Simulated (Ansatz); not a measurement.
NbAs:
```cif
data_As2Nb2
_chemical_formula_sum 'Nb2 As2'
_space_group_name_H-M_alt 'P 1'
_space_group_IT_number 1
_cell_length_a 6.37082
_cell_length_b 6.37082
_cell_length_c 6.37082
_cell_angle_alpha 148.507
_cell_angle_beta 148.507
_cell_angle_gamma 45.138
loop_
_space_group_symop_operation_xyz
  'x, y, z'
loop_
_atom_site_label
_atom_site_type_symbol
_atom_site_fract_x
_atom_site_fract_y
_atom_site_fract_z
_atom_site_occupancy
Nb1 Nb 0.99912 0.99912 0.00000 1
Nb2 Nb 0.74912 0.24912 0.50000 1
As1 As 0.41688 0.41688 0.00000 1
As2 As 0.16688 0.66688 0.50000 1
```

Relaxed with r²SCAN.

Problem. Which orbitals make up the states near the Fermi level in DFT-r²SCAN in the program Ansatz with PAW potentials?

Solution. Within 0.5 eV of the Fermi level: Nb 4d 87 %, As 4p 10 %. Projections are on Löwdin-orthogonalised atomic valence shells; empty p or d shells of many metals are not among them.

Problem. Tabulate the density of states.

Solution. States/eV per cell of 4 atoms, in 0.25 eV bins, energy from the Fermi level.

```
E (eV)  total  Nb 4d  As 4p  As 4s
------  -----  -----  -----  -----
-7.85    0.00   0.00   0.00   0.00
-7.60    0.00   0.00   0.00   0.00
-7.35    0.00   0.00   0.00   0.00
-7.10    0.00   0.00   0.00   0.00
-6.85    0.00   0.00   0.00   0.00
-6.60    0.24   0.05   0.14   0.01
-6.35    0.94   0.20   0.54   0.03
-6.10    1.42   0.37   0.81   0.03
-5.85    1.64   0.48   0.93   0.03
-5.60    3.12   0.98   1.79   0.04
-5.35    3.74   1.33   2.08   0.05
-5.10    1.58   0.55   0.86   0.04
-4.85    1.45   0.46   0.84   0.05
-4.60    1.76   0.57   1.04   0.05
-4.35    2.36   0.80   1.36   0.05
-4.10    2.49   0.87   1.42   0.06
-3.85    2.84   1.03   1.60   0.06
-3.60    2.72   1.11   1.46   0.04
-3.35    3.19   1.40   1.65   0.03
-3.10    3.55   1.48   1.92   0.02
-2.85    4.07   1.81   2.11   0.02
-2.60    3.83   1.81   1.89   0.02
-2.35    3.39   1.85   1.44   0.01
-2.10    2.09   1.19   0.83   0.01
-1.85    1.29   0.79   0.45   0.01
-1.60    1.28   0.94   0.27   0.01
-1.35    2.94   2.36   0.41   0.02
-1.10    3.56   2.94   0.33   0.02
-0.85    3.92   3.22   0.41   0.03
-0.60    3.34   2.71   0.41   0.02
-0.35    0.94   0.78   0.13   0.01
-0.10    0.31   0.27   0.03   0.00
0.15     0.82   0.74   0.06   0.00
0.40     1.90   1.68   0.17   0.01
0.65     1.81   1.57   0.18   0.01
0.90     2.05   1.80   0.17   0.02
1.15     2.65   2.35   0.20   0.02
1.40     2.77   2.39   0.24   0.04
1.65     2.56   2.16   0.25   0.06
1.90     2.78   2.20   0.37   0.10
2.15     3.31   2.63   0.43   0.11
2.40     3.97   3.15   0.44   0.18
2.65     4.37   3.11   0.73   0.26
2.90     4.48   3.15   0.76   0.31
3.15     3.13   1.96   0.72   0.26
3.40     3.03   1.78   0.67   0.37
3.65     4.08   2.31   0.98   0.47
3.90     3.29   1.77   0.89   0.30
```

Space group I4_1md. The cell was relaxed with r²SCAN under the symmetry of its start. The run is not spin-polarised. A small band overlap can be real or an error of a semilocal functional. Spin–orbit coupling is left out wherever it is not named.

Potentials: the later of the program's two PAW sets.
